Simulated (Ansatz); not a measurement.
Data:

Au (fcc (Cu type), Fm-3m), a = 4.082 Å, b = 4.082 Å, c = 4.082 Å, α = 90.00°, β = 90.00°, γ = 90.00°; the cell used has 1 atom.

This is the PBEsol-relaxed structure.

Problem. All from plane-wave PAW PBEsol (Ansatz code), unless another level is named. Predict the zero-point energy.

Solution. 16.7 meV/atom.

Problem. And the bulk modulus (Birch–Murnaghan fit)?

Solution. 174 GPa.

Problem. And the vibrational entropy at 300 K?

Solution. 48.2 J/(K·mol of atoms).

Symmetry was held in the PBEsol relaxation; phonons on a q-mesh show no instability. Scalar-relativistic: spin–orbit coupling is off unless named, which matters more the heavier the elements.

Potentials: the earlier of the program's two PAW sets.
